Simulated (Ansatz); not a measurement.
Hg:
```yaml
crystal:
  lattice:
    - [0.00000, 3.30372, 3.30372]
    - [3.30372, 0.00000, 3.30372]
    - [3.30372, 3.30372, 0.00000]
  atoms:
    - { symbol: Hg, position: [0.00000, 0.00000, 0.00000] }
    - { symbol: Hg, position: [0.25000, 0.25000, 0.25000] }
```

This is the PBEsol-relaxed structure.

Question: All from PBEsol (plane waves, PAW; program Ansatz), unless another level is named. Give the bulk modulus (Birch–Murnaghan fit).

Answer: 16.4 GPa.

Question: Give the highest zone-centre frequency.

Answer: 83 cm⁻¹.

Space group Fd-3m (diamond). The start of the workflow was typed in or built on a structure type; neither database checked (COD, Materials Project) lists it. It is not the usual solid phase (space group No. 166). The PBEsol relaxation kept the symmetry of its start. At this level the phase is mechanically unstable. The substance is a gas or liquid at ambient conditions. The volume moved by -28 % from the start of the relaxation. As this level gives no gap, phonon frequencies hold no LO–TO term and depend on the k-mesh and smearing (Fermi–Dirac, 0.1 eV here). Spin–orbit coupling is left out wherever it is not named.

Potentials: the later of the program's two PAW sets.
